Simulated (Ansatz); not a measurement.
Input and command of a plane-wave DFT calculation in Ansatz:

```yaml
crystal:
  lattice:
    - [0.0, 0.0, 4.1298555581]
    - [5.0610054543, 0.0, 0.0]
    - [-2.5305027271, 4.3829592921, 0.0]
  atoms:
    - { symbol: Cu, position: [0.25, 0.1666666667, 0.3333333333] }
    - { symbol: Cu, position: [0.25, 0.1666666667, 0.8333333333] }
    - { symbol: Cu, position: [0.25, 0.6666666667, 0.3333333333] }
    - { symbol: Cu, position: [0.25, 0.6666666667, 0.8333333333] }
    - { symbol: Cu, position: [0.75, 0.3333333333, 0.1666666667] }
    - { symbol: Cu, position: [0.75, 0.3333333333, 0.6666666667] }
    - { symbol: Cu, position: [0.75, 0.8333333333, 0.1666666667] }
    - { symbol: Cu, position: [0.75, 0.8333333333, 0.6666666667] }
basis:
  ecutwfc: 500
kpoints:
  mp_grid: { grid: [8, 6, 6] }
hamiltonian:
  xc: r2scan
scf:
  occupations: { method: gaussian, width: 0.1 }
output:
  forces: true
  stress: true
  eigenvalues: true
relax:
  adjacent_minimum: "off"
  f_tol: 0.015
  max_steps: 60
  cell: { stress_tol: 0.15 }
```

```bash
ansatz run input.yaml --threads 1 --pin off --max-ram 2560MiB --backend cpu --events-out ev --progress --plain --runs-dir out
```

Processor: Intel(R) Xeon(R) Processor @ 2.50GHz (Skylake/Cascade Lake), 1 thread, on a host shared with other jobs.

**Question.** How long does it run, and how much memory does it take?

**Answer.** About 2.9 min on 1 thread of Intel(R) Xeon(R) Processor @ 2.50GHz (Skylake/Cascade Lake), with other jobs on the host, peak memory 0.77 GiB. It solves 92 bands at 35 k points (the mesh reduced by symmetry) with about 2301 plane waves (on the last cell), in 18 SCF iterations over 3 ionic steps.
